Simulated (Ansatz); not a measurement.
**LiHg, first-principles data**

LiHg:
```yaml
crystal:
  lattice:
    - [3.25935, 0.00000, 0.00000]
    - [0.00000, 3.25935, 0.00000]
    - [0.00000, 0.00000, 3.25935]
  atoms:
    - { symbol: Li, position: [0.00000, 0.00000, 0.00000] }
    - { symbol: Hg, position: [0.50000, 0.50000, 0.50000] }
```

Space group Pm-3m (No. 221), CsCl type; conventional cell a = b = c = 3.259 Å, α = β = γ = 90.00°.

Method: the program Ansatz at the PBEsol level (PAW). Structure relaxed to zero pressure with the same functional. Other levels are named where they apply.

Cell and energy:

```yaml
volume_per_atom: 17.31 Å³
density: 9.95 g/cm³
Formation energy from the elements (no fitted shifts): -0.42 eV/atom
```

Electronic structure:

```yaml
electronic_character: metallic (no gap)
Density of states at the Fermi level: 0.30 states/eV per atom (mean over ±0.08 eV)
Gap with spin–orbit coupling: none (metallic)
```

Mechanics:

```yaml
Bulk modulus (Birch–Murnaghan fit): 40.4 GPa
Pressure derivative B′: 4.9
Elastic constants (relaxed ions, GPa): C11 = 55.1, C12 = 31.3, C44 = 32.5
mechanical_stability: stable (all eigenvalues of C positive)
hill_bulk_and_shear_moduli: 39.2 and 21.7 GPa
Young's modulus: 55.0 GPa
Poisson's ratio: 0.27
debye_temperature_from_the_elastic_constants: 189 K
```

Charges:

```yaml
bader_charges: Li +0.85, Hg -0.85 e
```

The workflow started from an entry of the Crystallography Open Database (COD). Its standing as an ambient phase is unchecked. Symmetry was held in the PBEsol relaxation; its stability against distortions is not shown here. As this level gives no gap, shear constants depend on the k-mesh and smearing (Fermi–Dirac, 0.1 eV here). The references are the lowest solids computed at this level, not always the standard phases. Scalar-relativistic: spin–orbit coupling is off unless named, which matters more the heavier the elements.

Potentials: the later of the program's two PAW sets.
